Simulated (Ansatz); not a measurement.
Ag (A15 (β-W type), Pm-3n), a = 5.2258 Å, b = 5.2258 Å, c = 5.2258 Å, α = 90.00°, β = 90.00°, γ = 90.00°.

Relaxed with r²SCAN.

Q: Tabulate the valence density and the electron localisation function along the shortest Ag–Ag contact (2.61 Å), r²SCAN (plane waves, PAW; program Ansatz).

A: 

```
distance from Ag (Å)  density (e/Å³)   ELF
--------------------  --------------  ----
0.26                           16.50  0.77
0.39                           12.18  0.68
0.52                            7.93  0.60
0.65                            4.49  0.52
0.78                            2.20  0.42
0.91                            1.02  0.32
1.05                            0.56  0.22
1.18                            0.39  0.17
1.31                            0.34  0.15
1.44                            0.39  0.17
1.57                            0.56  0.22
1.70                            1.02  0.32
1.83                            2.20  0.42
1.96                            4.49  0.52
2.09                            7.93  0.60
2.22                           12.18  0.68
2.35                           16.50  0.77
```

The density is the valence pseudo-density with augmentation charge, so density and ELF within about 1 Å of a nucleus are not all-electron values.

The start of the workflow was typed in or built on a structure type; neither database checked (COD, Materials Project) lists it. It is not the phase usual at ambient conditions (space group No. 225). The r²SCAN relaxation kept the symmetry of its start. At this level the phase is mechanically unstable. The run is not spin-polarised.

Potentials: the later of the program's two PAW sets.
